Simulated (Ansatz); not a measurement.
Input:

HfNiAs:
```
HfNiAs
1.0
    6.41687     0.00000     0.00000
    0.00000     3.84039     0.00000
    0.00000     0.00000     7.27203
Hf Ni As
4 4 4
Cartesian
  3.11991   0.96010   5.91994
  3.29696   2.88029   1.35208
  0.08853   2.88029   2.28393
  6.32834   0.96010   4.98810
  5.35485   0.96010   0.54659
  1.06202   2.88029   6.72544
  4.27046   2.88029   4.18260
  2.14641   0.96010   3.08943
  4.60352   0.96010   2.85786
  1.81335   2.88029   4.41416
  5.02179   2.88029   6.49388
  1.39508   0.96010   0.77815
```

This is the r²SCAN-relaxed structure.

Problem. All from DFT-r²SCAN in the program Ansatz with PAW potentials, unless another level is named. Estimate the electronic character.

Solution. metallic (no gap).

Problem. Next, the density of states at the Fermi level?

Solution. 0.43 states/eV per atom (mean over ±0.08 eV).

Space group Pnma. The first step of the workflow began from a Materials Project structure, measured or hypothetical; the Crystallography Open Database copy checked does not list it. Its standing as an ambient phase is unchecked. Symmetry was held in the r²SCAN relaxation; whether a distortion lowers the energy is not shown. The run is not spin-polarised. Scalar-relativistic: spin–orbit coupling is off unless named, which matters more the heavier the elements.

Potentials: the later of the program's two PAW sets.
